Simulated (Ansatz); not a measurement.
The cell of TaGe2N3 is invented: random cell by space group and Wyckoff sites (P6/mmm, No. 191). The dimensions are guesses.

```yaml
crystal:
  lattice:
    - [5.17492, 0.00000, 0.00000]
    - [-2.58746, 4.48161, 0.00000]
    - [0.00000, 0.00000, 3.94046]
  atoms:
    - { symbol: Ta, position: [0.00000, 0.00000, 0.00000] }
    - { symbol: Ge, position: [0.33333, 0.66667, 0.00000] }
    - { symbol: Ge, position: [0.66667, 0.33333, 0.00000] }
    - { symbol: N, position: [0.33333, 0.66667, 0.50000] }
    - { symbol: N, position: [0.66667, 0.33333, 0.50000] }
    - { symbol: N, position: [0.00000, 0.00000, 0.50000] }
```

Theory: DFT PBE, scalar-relativistic, plane waves, PAW in Ansatz 0.2.0. Cutoff 420 eV, Gaussian smearing, Γ-centred meshes. Cell and atoms relax first on a coarse mesh and then on a finer one. In between, the cell is made exact in the group found at 0.06 Å. In metals the finer mesh still leaves noise of several meV/atom or more. The steps can't lower the symmetry of their start. No spin polarisation.

A guess keeps its type if space group and coordination stay and the shape of the cell changes little (axis ratios within about 15 %, angles within 6°); the volume may change.

Question: Will the relaxed cell still be of the starting type?

Answer: It keeps its type. The symmetry stays P6/mmm (No. 191). The volume per atom grows by 3.1 %, from 15.2 to 15.7 Å³. The shortest distance goes from 1.97 Å (Ge–N and Ta–N) to 1.87 Å (Ge–N and Ta–N). The ratio c/a of the conventional cell changes by a factor of 0.91. Counting neighbours within 15 % of an atom's shortest distance, the start has Ge 2, N 2, Ta 2 and the end Ge 2, N 2, Ta 2.

The last run used a 9×9×10 mesh (in the run's order of axes) for its 6-atom cell and Gaussian smearing of 0.10 eV. Spin–orbit coupling, which can matter for Ta, is left out. A structure relaxed within its symmetry needn't be a true minimum.
